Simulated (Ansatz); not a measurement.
The start is a relaxed Cu cell, doubled along one cell vector, shaken by Gaussian noise of σ = 0.08 Å a coordinate. The structure is fully relaxed (lattice and positions, P = 0) with PBE (plane waves to 420 eV, PAW, scalar-relativistic; Ansatz, a quantum-chemistry and plane-wave program). The first steps use a coarse 15×8×10 k-mesh.

Starting cell:
```
CELL_PARAMETERS angstrom
     -2.32216     2.32216     1.22207
      4.64433    -4.64433     2.44415
      2.32216     2.32216    -1.22207
ATOMIC_POSITIONS crystal
  Cu 0.69825 0.11229 0.49636
  Cu 0.75172 0.63256 0.47418
  Cu 0.97103 0.97848 0.00773
  Cu 0.98956 0.49240 0.00757
```

```yaml
largest_initial_force: 1.31 eV/Å, on Cu1 (atoms numbered as listed)
energy_released: 0.37 eV/atom
volume_change: -9.4 %, from 13.18 to 11.95 Å³/atom
Shortest distances (start → end): "The closest pairs of elements (up to four, under 3.6 Å), start → end: Cu–Cu 2.29 → 2.57 Å"
band_gap_at_the_end: zero (metallic)
optimiser_moves: 31
```

It ends as:

```cif
data_Cu4
_chemical_formula_sum 'Cu4'
_space_group_name_H-M_alt 'Fm-3m'
_space_group_IT_number 225
_space_group_name_Hall '-F 4 2 3'
_cell_length_a 3.62871
_cell_length_b 3.62871
_cell_length_c 3.62871
_cell_angle_alpha 90.000
_cell_angle_beta 90.000
_cell_angle_gamma 90.000
loop_
_atom_site_label
_atom_site_type_symbol
_atom_site_symmetry_multiplicity
_atom_site_Wyckoff_symbol
_atom_site_fract_x
_atom_site_fract_y
_atom_site_fract_z
_atom_site_occupancy
Cu1 Cu 4 b 0.50000 0.50000 0.50000 1
```
(The calculation used a cell of 1 atom; values per cell refer to that cell.)

Final values are on a 22×22×22 k-mesh of the relaxed cell. No spin polarisation in the result.

Of the parent cell (I4₁/amd (No. 141)): it is a generated cell of Cu: the first start was made by placing the elements on the sites of a structure type, and the end was not matched to a known phase here, so it may be hypothetical. Known forms of Cu include space group No. 225.
